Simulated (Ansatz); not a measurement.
Given:

BaCSNCl:
```xyz
10
Lattice="5.8113 0.0000 0.0000 0.0000 4.5744 0.0000 -1.3464 0.0000 8.4745" Properties=species:S:1:pos:R:3 pbc="T T T"
Ba     3.6453     3.4308     5.9210
Ba     0.8197     1.1436     2.5535
C      1.1438     1.1436     7.1710
C      3.3212     3.4308     1.3035
S      4.8945     3.4308     0.8714
S     -0.4295     1.1436     7.6031
N      2.2866     1.1436     6.8623
N      2.1784     3.4308     1.6122
Cl     3.7426     1.1436     3.8014
Cl     0.7224     3.4308     4.6731
```

This is the PBEsol-relaxed structure. x, y and z are the axes in which the lattice vectors are written.

### Question
All from PBEsol (plane waves, PAW; program Ansatz), unless another level is named. Estimate the Young's modulus.

### Answer
35.4 GPa.

### Question
And the elastic constants (relaxed ions, GPa)?

### Answer
C11 = 75.6, C22 = 47.8, C33 = 30.1, C12 = 24.6, C13 = 21.2, C23 = 21.8, C44 = 16.4, C55 = 14.2, C66 = 13.9, C15 = -7.8, C25 = 0.0, C35 = 0.3, C46 = 1.0.

Space group P2_1/m. The first step of the workflow began from a Materials Project structure, measured or hypothetical; the Crystallography Open Database files this formula in space group No. 11, but the cells were not matched. Its standing as an ambient phase is unchecked. The cell was relaxed with PBEsol under the symmetry of its start; whether a distortion lowers the energy is not shown. Scalar-relativistic: spin–orbit coupling is off unless named, which matters more the heavier the elements.

Potentials: the later of the program's two PAW sets.
